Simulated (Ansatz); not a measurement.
Ru (body-centred tetragonal, I4/mmm) under volume change, the program Ansatz at the PBEsol level (PAW), shape and atoms relaxed at each volume.

```tsv
V (Å³/atom)	E − E(relaxed) (meV/atom)	P (GPa)
12.580	127.4	35.93
12.994	53.2	21.82
13.409	12.5	9.96
13.824	0.0	0.00
14.239	11.1	-8.35
14.653	42.0	-15.31
15.068	89.4	-21.09
```

What does a third-order Birch–Murnaghan fit give for V₀, B₀ and B′?

V₀ = 13.82 Å³/atom, B₀ = 303 GPa, B′ = 4.9.

The start of the workflow was typed in or built on a structure type; neither database checked (COD, Materials Project) lists it. It is not the phase usual at ambient conditions (space group No. 194). Symmetry was held in the PBEsol relaxation; whether a distortion lowers the energy is not shown. The final state is ferromagnetic, chosen from 4 collinear starts compared on coarse meshes (ties went to the first, and starts can fall back to one state), not a proven ground state.

Potentials: the later of the program's two PAW sets.
